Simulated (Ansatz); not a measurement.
Co (hcp, Mg type)

```xyz
2
Lattice="2.4571 0.0000 0.0000 -1.2286 2.1279 0.0000 0.0000 0.0000 3.9682" Properties=species:S:1:pos:R:3 pbc="T T T"
Co     0.0000     1.4186     2.9761
Co     1.2286     0.7093     0.9920
```

This relaxed cell (volume V₀) is scaled evenly in all directions, its shape held. Symmetry pins the atoms to their sites.

All values below come from PBEsol (plane waves to 420 eV, PAW, scalar-relativistic; Ansatz, a quantum-chemistry and plane-wave program). k mesh 22×22×12 (Γ-centred), Fermi-Dirac smearing 0.05 eV. E stands for the smeared free energy. Stress and pressure are positive under compression. Co was relaxed with its symmetry unable to fall. Relaxed Co ends ferromagnetic. The PAW data are Ansatz's earlier set. Other magnetic orders were not checked, so this need not be the ground state. The zero of ΔE is the relaxed starting cell.

| V/V₀ | P (GPa) | moment (μB/cell) | ΔE (kJ/mol of atoms) |
|---|---|---|---|
| 0.900 | … | 2.97 | 9.3 |
| 0.917 | 25.9 | 3.00 | … |
| 0.933 | 19.7 | 3.03 | … |
| 0.950 | … | 3.06 | 2.1 |
| 0.967 | 8.9 | 3.10 | 0.9 |
| 0.983 | 4.3 | 3.13 | 0.2 |
| 1.000 | 0.0 | 3.16 | 0.0 |
| 1.017 | -3.9 | 3.18 | 0.2 |
| 1.033 | -7.5 | 3.20 | 0.8 |
| 1.050 | -10.7 | 3.22 | 1.8 |
| 1.067 | -13.7 | 3.24 | 3.0 |
| 1.083 | -16.3 | 3.26 | 4.6 |
| 1.100 | -18.8 | 3.28 | 6.4 |

What belongs in the gaps?


- 0.900, P (GPa): 32.8
- 0.917, ΔE (kJ/mol of atoms): 6.2
- 0.933, ΔE (kJ/mol of atoms): 3.8
- 0.950, P (GPa): 14.0

(A scan under strain: stresses follow from slopes of the energy per volume, elastic moduli from its curvatures.)
